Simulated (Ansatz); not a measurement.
**TiP in the zincblende structure**

Computed with Ansatz (plane waves, PAW, 420 eV cutoff): PBEsol, scalar-relativistic, no spin polarisation, Γ-centred 10×10×10 mesh, 0.05 eV Gaussian smearing. The datasets are Ansatz's generated set soft_2.

```
Ti P
1.0
     0.00000    2.74390    2.74390
     2.74390    0.00000    2.74390
     2.74390    2.74390    0.00000
Ti P
1 1
Direct
  0.00000 0.00000 0.00000
  0.25000 0.25000 0.25000
```

The start was a prototype's sites filled with these elements. The Crystallography Open Database lists the compound in space group P63/mmc, so this is a trial structure.

The cell is relaxed to zero pressure at this level.

Path: Γ–X–U | K–Γ–L–W–X, with Γ = (0.000, 0.000, 0.000), X = (-0.500, -0.500, 0.000), U = (-0.375, -0.375, 0.250), K = (-0.375, 0.000, 0.375), L = (0.000, 0.000, 0.500), W = (-0.500, -0.250, 0.250) in reciprocal vectors of the calculation's cell.

Q: Is it a metal or an insulator, and if it has a gap, where are the band edges on this path?

A: A metal: bands cross the Fermi level.

Levels between -6 and 6 eV from the Fermi level at the path's named points:
```tsv
point	below E_F (eV)	above E_F (eV)
Γ	-2.71 -2.71 -2.71	0.49 0.49 3.74 5.07 5.07 5.07
X	-4.43 -1.85 -1.85 -0.69	1.11 1.20 1.53 1.53
U and K	-3.94 -2.76 -2.00 -0.53	0.71 0.97 2.11 2.37
L	-4.28 -2.41 -2.41	0.78 0.78 0.97 3.18 3.18 5.32
W	-3.65 -3.04 -1.98 -0.70	0.40 1.19 1.80 2.69
```

The calculation's cell holds 17 valence electrons, an odd number. Without magnetic order each band takes two, so one stays part-filled and the crystal must be a metal. (Only strong correlation, outside this picture, could make a Mott insulator of it.)

Spin polarisation wasn't tried.
